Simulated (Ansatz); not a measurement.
InRh:
```yaml
crystal:
  lattice:
    - [3.20411, 0.00000, 0.00000]
    - [0.00000, 3.20411, 0.00000]
    - [0.00000, 0.00000, 3.20411]
  atoms:
    - { symbol: In, position: [0.00000, 0.00000, 0.00000] }
    - { symbol: Rh, position: [0.50000, 0.50000, 0.50000] }
```

Relaxed with r²SCAN. Special points in fractions of this cell's reciprocal vectors: Γ (0.000, 0.000, 0.000); X (0.000, 0.500, 0.000); M (0.500, 0.500, 0.000); R (0.500, 0.500, 0.500).

### Question
List the band energies nearest the Fermi level at these points for r²SCAN in the plane-wave PAW code Ansatz.

### Answer
In eV from the Fermi level; about four levels below and three above (degenerate sets whole), none deeper than 8.9 eV; points with the same levels are listed once.

```csv
k,below,above
Γ,-3.55 -3.55 -1.37 -1.37 -1.37,4.90 4.90 4.90
X,-3.54 -2.78 -2.78 -1.48,0.04 10.40 11.31 11.31
M,-2.43 -2.43 -1.96 -1.96 -0.57,3.07 3.79 10.61
R,-5.00 -5.00 -5.00 -0.51 -0.51,0.63 4.39 4.39 4.39
```

Space group Pm-3m (CsCl type). The workflow started from a Materials Project entry (that database holds measured and hypothetical structures alike); the Crystallography Open Database files this formula in space group No. 221, but the cells were not matched. Its standing as an ambient phase is unchecked. The cell was relaxed with r²SCAN under the symmetry of its start; its stability against distortions is not shown here. The run is not spin-polarised. Scalar-relativistic: spin–orbit coupling is off unless named, which matters more the heavier the elements.

Potentials: the later of the program's two PAW sets.
